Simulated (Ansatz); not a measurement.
Ansatz (a quantum-chemistry and plane-wave program) input:

Ansatz 0.2 input:
```yaml
crystal:
  lattice:
    - [3.9196489649, 0.0, 0.0]
    - [0.0, 3.9196489649, 0.0]
    - [0.0, 0.0, 3.999154806]
  atoms:
    - { symbol: Ta, position: [0.5, 0.5, 0.4086224022] }
    - { symbol: Li, position: [0.0, 0.0, 0.1506409713] }
    - { symbol: O, position: [0.5, 0.5, 0.8664966028] }
    - { symbol: O, position: [0.5, 0.0, 0.3401200119] }
    - { symbol: O, position: [0.0, 0.5, 0.3401200119] }
kpoints:
  mp_grid: { grid: [7, 7, 7] }
hamiltonian:
  xc: pbesol
  pseudopotentials: { azcp: { folder: ./paw }, kind: paw }
scf:
  occupations: { method: fixed }
phonons:
  method: dfpt
  response_accuracy: low
  eigenvectors: true
  rigid_motions: translations
  dielectric: true
```

Output (shortened):

```
Pseudopotential: Ta, paw, valence charge 13
Pseudopotential: Li, paw, valence charge 3
Pseudopotential: O, paw, valence charge 6
Functional definition: PBEsol
Crystal: 5 atoms, lattice volume = 61.442 Å³
Basis set: ecut = 420 eV, 1221 PW (Γ), exchange–correlation on 54×54×54 points (8 copies of the dense FFT grid, shifted against one another)
Bands: 22, of which v1, the nominal top of the filled ones, is band 17 counted from 1 (16 counted from 0)
Symmetry: 8 space group operations
k-points: 172 of 343 (irreducible under 1 space group operation, time reversal used)
SCF iter   1: F=—  HF=-11699.101269 eV  |F-HF|=—  |Δ(HF+E_count)|=         —  Δρ=5.94e-2  dr2=2.00e0  ethr=3.10e-3  ⟨swp⟩=4.0  Hψ=15329  notcnv=0  defer=326
preconditioner: auto → Resta (q_TF=auto, 2.472 Å⁻¹)
SCF iter   2: F=—  HF=-11698.781275 eV  |F-HF|=—  |Δ(HF+E_count)|=   3.20e-1  Δρ=3.14e-2  dr2=5.01e-1  ethr=3.10e-3  ⟨swp⟩=2.8  Hψ=7467  notcnv=0  defer=391
SCF iter   3: F=—  HF=-11698.719661 eV  |F-HF|=—  |Δ(HF+E_count)|=   6.16e-2  Δρ=1.38e-2  dr2=1.59e-1  ethr=1.47e-3  ⟨swp⟩=2.1  Hψ=5672  notcnv=0  defer=412
SCF iter   4: F=—  HF=-11698.700740 eV  |F-HF|=—  |Δ(HF+E_count)|=   1.89e-2  Δρ=3.72e-3  dr2=1.21e-2  ethr=4.69e-4  ⟨swp⟩=2.6  Hψ=6839  notcnv=0  defer=500
SCF iter   5: F=—  HF=-11698.709197 eV  |F-HF|=—  |Δ(HF+E_count)|=   8.46e-3  Δρ=2.05e-3  dr2=2.68e-3  ethr=3.57e-5  ⟨swp⟩=2.1  Hψ=5975  notcnv=0  defer=504
SCF iter   6: F=—  HF=-11698.710054 eV  |F-HF|=—  |Δ(HF+E_count)|=   8.57e-4  Δρ=1.23e-3  dr2=7.86e-4  ethr=7.89e-6  ⟨swp⟩=2.0  Hψ=5738  notcnv=0  defer=504
SCF iter   7: F=—  HF=-11698.710499 eV  |F-HF|=—  |Δ(HF+E_count)|=   4.45e-4  Δρ=3.94e-4  dr2=8.66e-5  ethr=2.31e-6  ⟨swp⟩=2.0  Hψ=5389  notcnv=0  defer=492
SCF iter   8: F=—  HF=-11698.710620 eV  |F-HF|=—  |Δ(HF+E_count)|=   1.21e-4  Δρ=7.04e-5  dr2=3.27e-6  ethr=2.55e-7  ⟨swp⟩=2.0  Hψ=5375  notcnv=0  defer=410
SCF iter  11: F=-11698.710631 eV  HF=-11698.710631 eV  |F-HF|=2.06e-10  |Δ(HF+E_count)|=   2.69e-9  Δρ=3.41e-7  dr2=7.41e-11  ethr=1.00e-12  ⟨swp⟩=11.0  Hψ=25159  notcnv=0
SCF 1 converged in 11 iterations: F = -11698.710631 eV  dr2 = 7.41e-11
NSCF: frozen V_eff on 7 k-points
DFPT response loops at Γ: preconditioner auto → none (the input reference at scf.mixing.eps_inf says where Resta's filter doesn't serve); β = 0.50 …
── the response to a field inside a basis, on 8×8×8 k-points: an SCF that follows is theirs, and a resumed run solves both again ──
Crystal: 5 atoms, lattice volume = 61.442 Å³
Bands: 18, of which v1, the nominal top of the filled ones, is band 17 counted from 1 (16 counted from 0)
k-points: 40 of 512 (time reversal used)
SCF iter   1: F=—  HF=-11698.705728 eV  |F-HF|=—  |Δ(HF+E_count)|=         —  Δρ=2.80e-4  dr2=8.95e-6  ethr=1.00e-1
preconditioner: auto → Resta (q_TF=auto, 2.472 Å⁻¹)
SCF iter   2: F=—  HF=-11698.705729 eV  |F-HF|=—  |Δ(HF+E_count)|=   1.39e-6  Δρ=1.25e-4  dr2=2.76e-6  ethr=2.63e-8
SCF iter   3: F=—  HF=-11698.705730 eV  |F-HF|=—  |Δ(HF+E_count)|=   8.12e-7  Δρ=5.12e-5  dr2=3.74e-7  ethr=8.11e-9
SCF iter   4: F=-11698.705730 eV  HF=-11698.705730 eV  |F-HF|=1.08e-8  |Δ(HF+E_count)|=   1.48e-7  Δρ=6.82e-6  dr2=2.92e-8  ethr=1.10e-9
SCF 1 converged in 4 iterations: F = -11698.705730 eV  dr2 = 2.92e-8
DFPT response loops at Γ: mixed as the last ones told, above
SCF converged after 11 iterations
Free energy (F): -11698.710631 eV
Harris-Foulkes:  -11698.710631 eV  (|F-HF|=2.06e-10)
Internal energy: -11698.710631 eV  (E = F + TS)
E sigma→0 (E₀):  -11698.710631 eV
Fermi energy:    6.169603 eV
--- Per-component energies (eV) ---
  E_band       = -362.189065
  E_kinetic    = 909.036178
  E_local      = -2465.281081  (includes V_loc(G=0)·N_el)
  E_nonlocal   = 132.030358
  E_hartree    = 914.633350
  E_xc         = -538.339874
  E_vxc        = -515.176153  (∫ρ·V_xc dr)
  E_paw        = -8675.574354  (= ΣΔE_a)
  E_vpaw       = -252.067778  (= ΣTr[D̂ρ^β])
  E_aug_tail   = 0.002679  (compensation charges beyond the density's cutoff)
  E_ewald      = -1975.537463
  E_core_change = 0.319577  (= ΣΔE_core)
  E_smearing   =  0.000000  (= −TS)
  E_closure    =  0.000000  (closes the sum)
  Σ components = -11698.710631   (vs F -11698.710631, Δ=0.00e0)
  [band-id]    e_kinetic+e_local+e_nonlocal+2·e_hartree+e_vxc+e_vpaw+e_augmentation_tail = -362.189097   (vs E_band -362.189065, Δ=-3.22e-5)
--- Band table (eV; the first three rows and the last of 172) ---
  k-point 0: bands = ["-61.0059", "-37.2109", "-27.6170", "-27.6170", "-27.5857", "-11.5768", "-10.8442", "-10.2891", "2.9289", "2.9289", "3.5293", "4.7852", "4.7852", "4.8279", "4.9889", "4.9889", "5.3489", "8.4579", "9.8781", "9.8781", "11.0746", "13.5751"]
  k-point 1: bands = ["-61.0059", "-37.2109", "-27.6163", "-27.6163", "-27.6012", "-11.5336", "-10.8410", "-10.1427", "2.8765", "2.8765", "3.1387", "4.5594", "4.5594", "4.7754", "4.8107", "5.0945", "5.0945", "8.4711", "10.2734", "10.2734", "11.3515", "13.5882"]
  k-point 2: bands = ["-61.0059", "-37.2108", "-27.6356", "-27.6148", "-27.6148", "-11.4571", "-10.8338", "-9.7575", "2.0161", "2.7411", "2.7411", "4.1481", "4.2909", "4.2909", "4.6613", "5.1644", "5.1644", "8.5011", "11.1546", "11.1546", "12.0035", "13.6152"]…
  k-point 171: bands = ["-61.0055", "-37.2102", "-27.7182", "-27.6327", "-27.5956", "-11.0378", "-10.1652", "-10.0002", "0.7301", "2.1573", "2.7922", "2.9476", "3.6826", "4.4029", "4.5859", "5.1413", "5.2271", "10.2577", "11.2014", "11.5115", "13.5584", "14.6984"]
--- Phonons (Γ-DFPT): 9 representative perturbations + reference, on 172 of 343 k-points (Σ response iterations 26) ---
  ASR residual: 2.589e-4 → 0.000e0 eV/Å²; symmetrization residual: 6.639e-5 eV/Å²
  ASR residual per site (eV/Å²): 5.82e-5 7.03e-5 2.05e-4 2.59e-4 2.59e-4
  Γ frequencies (cm⁻¹): 0.00 0.00 0.00 187.12 187.12 206.95 206.95 215.26 266.17 300.62 300.62 308.77 607.45 607.45 691.63
  ε∞ (high-frequency dielectric tensor):
        4.552236     0.000000     0.000000
        0.000000     4.552236     0.000000
        0.000000     0.000000     4.360016
  ε⁰ (static dielectric tensor: ions relaxed, cell fixed):
       39.047230     0.000000     0.000000
        0.000000    39.047230     0.000000
        0.000000     0.000000    15.047894
  ε⁰ − ε∞ (ionic part):
       34.494993     0.000000     0.000000
        0.000000    34.494993     0.000000
        0.000000     0.000000    10.687878
  softest optical mode at Γ: 187.12 cm⁻¹; the repairs (sum rule, projections) moved no ω² at Γ by more than (6.59 cm⁻¹)²
  Born effective charges Z* (e; rows j = field, columns β = displacement):
    site 0:
         7.58828    0.00000    0.00000
         0.00000    7.58828    0.00000
         0.00000    0.00000    6.81644
    site 1:
         1.10595    0.00000    0.00000
         0.00000    1.10595    0.00000
         0.00000    0.00000    1.01638
    site 2:
        -1.26577    0.00000    0.00000
         0.00000   -1.26577    0.00000
         0.00000    0.00000   -5.27518
    site 3:
        -1.65430    0.00000    0.00000
         0.00000   -5.77417    0.00000
         0.00000    0.00000   -1.27882
    site 4:
        -5.77417    0.00000    0.00000
         0.00000   -1.65430    0.00000
         0.00000    0.00000   -1.27882
  Z* charge neutrality: 2.921e-3 e pre-enforcement
  solved inside a basis spanned on kpoints, on 8×8×8 k-points, its susceptibility summed on 12×12×12: ε∞ is read to err by 1.2e-2, Z* by 3.0e-2 e (field_mesh …
  optical modes at Γ without the LO–TO term, one row a degenerate level:
      ω (cm⁻¹)  modes    IR ((D/Å)²/amu)
        187.12      2            61.9658
        206.95      2             0.3964
        215.26      1             1.8068
        266.17      1             0.0000
        300.62      2             2.5331
        308.77      1            18.9760
        607.45      2            66.5903
        691.63      1            33.4195
  optical modes at Γ + LO–TO along q̂ = [1.0000, 0.0000, 0.0000]:
      ω (cm⁻¹)  modes    IR ((D/Å)²/amu)
        187.12      1            30.9829
        206.82      1             0.0002
        206.95      1             0.1982
        215.26      1             1.8068
        266.17      1             0.0000
        294.61      1             0.1551
        300.62      1             1.2665
        308.77      1            18.9760
        390.89      1             5.2317
        607.45      1            33.2951
        691.63      1            33.4195
        869.58      1            60.3558
  optical modes at Γ + LO–TO along q̂ = [0.0000, 1.0000, 0.0000]:
      ω (cm⁻¹)  modes    IR ((D/Å)²/amu)
        187.12      1            30.9829
        206.82      1             0.0002
        206.95      1             0.1982
        215.26      1             1.8068
        266.17      1             0.0000
        294.61      1             0.1551
        300.62      1             1.2665
        308.77      1            18.9760
        390.89      1             5.2317
        607.45      1            33.2951
        691.63      1            33.4195
        869.58      1            60.3558
  optical modes at Γ + LO–TO along q̂ = [0.0000, 0.0000, 1.0000]:
      ω (cm⁻¹)  modes    IR ((D/Å)²/amu)
        187.12      2            61.9658
        206.95      2             0.3964
        221.98      1             0.0721
        266.17      1             0.0000
        300.62      2             2.5331
        424.28      1             5.0510
        607.45      2            66.5903
        906.80      1            49.0793
```

Cost: around 6 core-minutes (rough) on shared cores.

Space group P4mm. The start of the workflow was typed in or built on a structure type; neither database checked (COD, Materials Project) lists it. It is not the phase usual at ambient conditions (space group No. 161). The cell was relaxed with PBEsol under the symmetry of its start; its stability against distortions is not shown here. No spin polarisation was allowed. Scalar-relativistic: spin–orbit coupling is off unless named, which matters more the heavier the elements.

Potentials: the earlier of the program's two PAW sets. The files were generated under PBE; for other functionals the program regenerates the frozen cores, and for LDA and PBEsol the local potential too.

Ansatz is a plane-wave DFT program.
